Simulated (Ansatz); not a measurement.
PbS (rock salt), relaxed with PBE+D3(BJ) (Ansatz, a program for electronic structure, plane waves, PAW): a = b = c = 5.9331 Å, α = β = γ = 90.00°.

| Quantity | Result |
|---|---|
| gap (eV) | 0.36 |
| ΔH_f (eV/atom) | -0.59 |
| highest Γ mode, no LO–TO term (cm⁻¹) | 74 |
| electron conductivity mass (mₑ) | 0.14 |

Q: The same phase is relaxed and computed with r²SCAN+D4 in the same code. What are the cell and these values now?

A: a = b = c = 5.9506 Å, α = β = γ = 90.00°.

- gap (eV): 0.65
- ΔH_f (eV/atom): -0.68
- highest Γ mode, no LO–TO term (cm⁻¹): 50
- electron conductivity mass (mₑ): 0.17

All cells were relaxed under the symmetry of their starts (and spin orders); stability against distortions was not tested throughout. Scalar-relativistic: spin–orbit coupling is off unless named, which matters more the heavier the elements.

Potentials: the later of the program's two PAW sets.

Ansatz is a plane-wave DFT program.

Formation energies count from the lowest solids of the elements computed at the same level, not from gases.
